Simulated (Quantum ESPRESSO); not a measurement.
# Band energies of TiRh

```
CELL_PARAMETERS angstrom
      3.11520     0.00000     0.00000
      0.00000     3.11520     0.00000
      0.00000     0.00000     3.11520
ATOMIC_POSITIONS crystal
  Ti 0.50000 0.50000 0.50000
  Rh 0.00000 0.00000 0.00000
```

PBEsol (pw.x of Quantum ESPRESSO, ONCV potentials, no spin-orbit coupling); path ΓXMΓRX,MR; energies in eV from the Fermi level.

| k (1/Å) | point | band 10 | band 11 | band 12 | band 13 | band 14 | band 15 | band 16 | band 17 |
|---|---|---|---|---|---|---|---|---|---|
| 0.00 | Γ | -5.16 | -5.16 | -2.34 | -2.34 | -2.34 | 0.76 | 0.76 | 2.43 |
| 0.56 |  | -4.56 | -4.33 | -2.53 | -2.53 | -2.00 | -0.22 | 1.00 | 1.00 |
| 1.01 | X | -3.92 | -3.59 | -2.64 | -2.64 | -1.70 | -1.13 | 0.28 | 0.28 |
| 1.23 |  | -3.92 | -3.83 | -2.78 | -2.38 | -2.10 | -0.73 | 0.01 | 0.73 |
| 1.90 |  | -5.05 | -3.60 | -3.58 | -1.07 | -0.16 | 0.42 | 0.83 | 1.12 |
| 2.02 | M | -5.06 | -3.62 | -3.62 | -0.85 | -0.08 | 0.63 | 0.63 | 1.16 |
| 2.53 |  | -4.57 | -3.28 | -2.88 | -2.81 | -2.18 | 0.23 | 0.59 | 0.91 |
| 3.04 |  | -4.81 | -4.68 | -2.60 | -2.51 | -2.09 | 0.49 | 0.78 | 1.34 |
| 3.44 | Γ | -5.16 | -5.16 | -2.34 | -2.34 | -2.34 | 0.76 | 0.76 | 2.43 |
| 3.65 |  | -5.05 | -5.05 | -2.40 | -2.40 | -2.25 | 0.72 | 0.72 | 1.95 |
| 4.27 |  | -3.74 | -3.74 | -3.22 | -3.22 | -3.02 | 0.73 | 0.73 | 1.42 |
| 4.88 |  | -3.96 | -3.96 | -2.21 | -2.21 | -2.08 | -0.34 | -0.34 | 2.18 |
| 5.19 | R | -4.02 | -4.02 | -1.83 | -1.83 | -1.83 | -0.79 | -0.79 | 2.39 |
| 5.38 |  | -4.01 | -3.99 | -2.11 | -2.04 | -1.71 | -0.69 | -0.52 | 2.27 |
| 5.95 |  | -3.87 | -3.64 | -3.42 | -3.19 | -1.44 | -0.14 | 0.37 | 0.80 |
| 6.52 |  | -3.91 | -3.66 | -2.69 | -2.56 | -1.79 | -1.05 | 0.24 | 0.28 |
| 6.62 | X | -3.92 | -3.59 | -2.64 | -2.64 | -1.70 | -1.13 | 0.28 | 0.28 |
| 6.62 | M | -5.06 | -3.62 | -3.62 | -0.85 | -0.08 | 0.63 | 0.63 | 1.16 |
| 7.02 |  | -4.28 | -3.77 | -3.77 | -0.83 | -0.62 | -0.62 | -0.09 | 1.49 |
| 7.62 | R | -4.02 | -4.02 | -1.83 | -1.83 | -1.83 | -0.79 | -0.79 | 2.39 |

A metal at this level: along this path bands 15, 16 cross the Fermi level.

Spin-orbit splittings are left out.

Geometry of the Materials Project entry, not relaxed at this level.

The structure is a Materials Project entry; no match was found in the copy of COD used, and its stability was not checked.
